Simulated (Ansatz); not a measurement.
A relaxed structure of BP is spoiled in several ways and relaxed again each time (noise and exchanges are one random draw each; pressure is positive under compression). Level of theory: PBEsol (plane waves to 420 eV, PAW, scalar-relativistic; Ansatz, a first-principles code).

```cif
data_B4P4
_chemical_formula_sum 'P4 B4'
_space_group_name_H-M_alt 'F-43m'
_space_group_IT_number 216
_space_group_name_Hall 'F -4 2 3'
_cell_length_a 4.52021
_cell_length_b 4.52021
_cell_length_c 4.52021
_cell_angle_alpha 90.000
_cell_angle_beta 90.000
_cell_angle_gamma 90.000
loop_
_atom_site_label
_atom_site_type_symbol
_atom_site_symmetry_multiplicity
_atom_site_Wyckoff_symbol
_atom_site_fract_x
_atom_site_fract_y
_atom_site_fract_z
_atom_site_occupancy
P1 P 4 c 0.25000 0.25000 0.25000 1
B1 B 4 a 0.00000 0.00000 0.00000 1
```
(The calculation used a cell of 2 atoms; values per cell refer to that cell.)

**Question.** One start gave a first pressure of +44.3 GPa and released 0.78 eV/atom. Which change was it?
A. doubled along one cell vector, shaken by Gaussian noise of σ = 0.08 Å a coordinate
B. with every coordinate shifted by Gaussian noise of σ = 0.1 Å
C. deformed by the Cartesian strain tensor (xx, yy, zz, yz, xz, xy) = (0.014, -0.080, -0.049, 0.079, 0.093, 0.067)
D. with every coordinate shifted by Gaussian noise of σ = 0.2 Å

**Answer.** C, deformed by the Cartesian strain tensor (xx, yy, zz, yz, xz, xy) = (0.014, -0.080, -0.049, 0.079, 0.093, 0.067). All starts:

```tsv
change	first pressure (GPa)	first V (Å³/atom)	released (eV/atom)	moves	outcome	final group	E − E(parent) (eV/atom)
with every coordinate shifted by Gaussian noise of σ = 0.2 Å	12.4	11.54	0.63	5	returns to the parent	F-43m	0.000
with every coordinate shifted by Gaussian noise of σ = 0.1 Å	2.5	11.54	0.13	4	returns to the parent	F-43m	0.000
deformed by the Cartesian strain tensor (xx, yy, zz, yz, xz, xy) = (0.014, -0.080, -0.049, 0.079, 0.093, 0.067)	44.3	10.04	0.78	8	returns to the parent	F-43m	0.000
doubled along one cell vector, shaken by Gaussian noise of σ = 0.08 Å a coordinate	7.4	11.54	0.37	4	returns to the parent	F-43m	0.000
```

First-step values come from each run's starting, coarser k-mesh (9×9×9, 10×10×10, 5×9×9). Each cell has its own k-point mesh; energy differences are given only to the digits this allows. No spin polarisation in the result.
